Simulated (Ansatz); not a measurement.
BaCSNCl:
```
CELL_PARAMETERS angstrom
      5.81132     0.00000     0.00000
      0.00000     4.57441     0.00000
     -1.34636     0.00000     8.47451
ATOMIC_POSITIONS crystal
  Ba 0.78914 0.75000 0.69868
  Ba 0.21086 0.25000 0.30132
  C  0.39287 0.25000 0.84619
  C  0.60713 0.75000 0.15381
  S  0.86605 0.75000 0.10282
  S  0.13395 0.25000 0.89718
  N  0.58108 0.25000 0.80976
  N  0.41892 0.75000 0.19024
  Cl 0.74794 0.25000 0.44856
  Cl 0.25206 0.75000 0.55144
```

Relaxed with PBEsol.

### Question
Map the valence electron density (e/Å³), cut off at 1 on the plane through (0.789, 0.750, 0.699) spanned by u = [1, 0, 0] and v = [0, 0, 1] in lattice vectors, from PBEsol in the plane-wave PAW code Ansatz.

### Answer
x is the fraction of u, y of v (the angle between them is 99°; rows are the nearest grid lines); atoms in the plane: Ba at (0.00, 0.00), C at (0.82, 0.46), S at (0.08, 0.40), N at (0.63, 0.49), Cl at (0.46, 0.85).
```
|.-@@@#-.   ...::...   .-#@@@-.|
|@@@@%=:..:-+#@@@#+-:...-#@@@@@|
|@@@@+:..:-+@@@@@@%+-...:+@@@@@|
|+=-:....-#@@@+=@@@#-:....-=+*+|
|      .:=%@@@*@@@@+:.       . |
|       .:=%@@@@@#=:.          |
|       ..-=*%%#+-:.           |
|         ........             |
|                              |
|               .::---::...    |
|......        .:=*%@#*=-::....|
|--===-::.    .-%@@@@@@@@@%*+=-|
|@@@@@@#=:.  .:+@@@@@@@@@@@@@@@|
|@*:=%@%+:.   .-*@@@@@@@@@@@@@@|
|@- :#@#=:.   .:-+*#%@@@@@@@@@@|
|@@@@@#=:.       ....::--==+#@@|
|*##*=:.                 ..:-=*|
|.::..                      ...|
|...                          .|
|....                        ..|
|**+=-..                  .:-+*|
|@@@@@+:.               .:+@@@@|
|@@@@@#-.               .=%@@@@|
|.-@@@#-.   ...::...   .-#@@@-.|
```
Scale: ten equal steps from 0.000 (start of ' ') to 1.00 (end of '@'), in the order ' .:-=+*#%@'; x runs from 0.000 to 1.00, y from 0.000 (bottom) to 1.00 (top).

The density is the valence pseudo-density with augmentation charge, so density and ELF within about 1 Å of a nucleus are not all-electron values.

Space group P2_1/m. The workflow started from a Materials Project entry (that database holds measured and hypothetical structures alike); the Crystallography Open Database files this formula in space group No. 11, but the cells were not matched. Its standing as an ambient phase is unchecked. The PBEsol relaxation kept the symmetry of its start; its stability against distortions is not shown here. Scalar-relativistic: spin–orbit coupling is off unless named, which matters more the heavier the elements.

Potentials: the later of the program's two PAW sets.
